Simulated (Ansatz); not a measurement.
# MgVCrP2H2O10: field gradients at two levels of theory

Cell: a computed structure from the Materials Project (it need not be an observed phase), taken as it stands.

```cif
data_structure
_symmetry_space_group_name_H-M 'P 1'
_symmetry_Int_Tables_number 1
_cell_length_a 5.1877
_cell_length_b 5.4301
_cell_length_c 7.3661
_cell_angle_alpha 110.659
_cell_angle_beta 107.538
_cell_angle_gamma 93.168
_cell_volume 182.08
loop_
_atom_site_label
_atom_site_type_symbol
_atom_site_fract_x
_atom_site_fract_y
_atom_site_fract_z
_atom_site_occupancy
Mg1 Mg 0.01961 0.49715 0.00744 1
V2 V 0.51962 0.49780 0.50793 1
Cr3 Cr 0.01980 0.99737 0.00798 1
H4 H 0.99879 0.35157 0.31519 1
H5 H 0.04036 0.64319 0.70014 1
P6 P 0.63052 0.89676 0.25954 1
P7 P 0.40887 0.09859 0.75635 1
O8 O 0.89826 0.63943 0.76458 1
O9 O 0.70577 0.20473 0.37001 1
O10 O 0.36515 0.25100 0.61387 1
O11 O 0.81470 0.80521 0.12357 1
O12 O 0.32331 0.81653 0.11358 1
O13 O 0.71598 0.17768 0.90242 1
O14 O 0.22474 0.19020 0.89238 1
O15 O 0.67476 0.74557 0.40284 1
O16 O 0.33302 0.79075 0.64538 1
O17 O 0.14069 0.35540 0.25073 1
```

Sites (sets of like atoms) are named by element and the number of their first atom in this list.

First run. The numbers come from a DFT calculation in Ansatz (PBE, plane waves and PAW, scalar-relativistic, collinear spin, 420 eV cutoff, Γ-centred 4×4×3 k-points, Fermi–Dirac smearing 0.02 eV). Start moments as typed (μB): 2 on each V, 3 on each Cr, none on the rest.

```tsv
site	atom	V_zz (10²¹ V/m²)	η	m (μB)
Mg	1	-1.12	0.43	0.00
V	2	-7.24	0.08	1.54
Cr	3	-1.36	0.80	2.44
H4	4	3.32	0.06	0.00
H5	5	3.30	0.06	0.00
P6	6	-1.94	0.40	0.00
P7	7	-1.94	0.39	0.00
O8	8	8.32	0.83	-0.01
O9	9	9.62	0.30	0.00
O10	10	10.09	0.08	-0.01
O12	12	10.25	0.47	0.01
O14	14	10.18	0.55	0.00
O15	15	10.08	0.07	-0.01
O17	17	8.31	0.83	-0.01
```

Second run. The same atoms and settings, except that the functional is r2SCAN and the cutoff is 500 eV.

Problem. Given the first result, estimate the second.

Solution. 

```tsv
site	atom	V_zz	η	change of V_zz	m (μB)
Mg	1	-1.07	0.41	+0.05	0.00
V	2	-8.10	0.30	-0.86	1.58
Cr	3	-1.27	0.87	+0.09	2.48
H4	4	3.24	0.07	-0.08	0.00
H5	5	3.22	0.07	-0.08	0.00
P6	6	-2.09	0.38	-0.15	0.00
P7	7	-2.09	0.38	-0.15	0.00
O8	8	8.90	0.75	+0.58	0.00
O9	9	9.85	0.30	+0.23	-0.01
O10	10	10.23	0.10	+0.14	-0.01
O12	12	10.34	0.46	+0.09	0.01
O14	14	10.26	0.54	+0.08	0.00
O15	15	10.21	0.10	+0.13	-0.01
O17	17	8.89	0.75	+0.58	0.00
```

The largest change of V_zz is on V, from -7.24 to -8.10. In per cent, |V_zz| changes by -4 on Mg, +12 on V, -6 on Cr, -3 on H, +8 on P, +1 to +7 on O (all sites that start above 0.5). Where |V_zz| stays above 0.1, η moves most on V, from 0.08 to 0.30. The table leaves out 2 of the 16 sites, with |V_zz| up to 10.36; their tensors move by 0.14 at most along any direction. The statements above cover all sites.

All moments are parallel here, as the start or the cell imposes; many such compounds order antiparallel, where fields and spin densities carried over to other atoms largely cancel. The magnetic order is the one that the run reached from its start moments, not necessarily the measured one.
For the first run: The largest force is 0.5 eV/Å, so the atoms aren't at the calculated equilibrium and relaxing them would move these values. With a gap of 0.16 eV under a smearing of 0.02 eV the band edges are partly filled, so small gradients can hang on the smearing and the k-mesh.
For the second run: At this cell the r2SCAN pressure is -7 GPa, so with r2SCAN the cell would shrink if it were relaxed. The entry's cell may itself be off. The largest force is 0.6 eV/Å, so the atoms aren't at the calculated equilibrium and relaxing them would move these values. The program didn't check the stability of this electronic state in full, so a lower one may lie near.
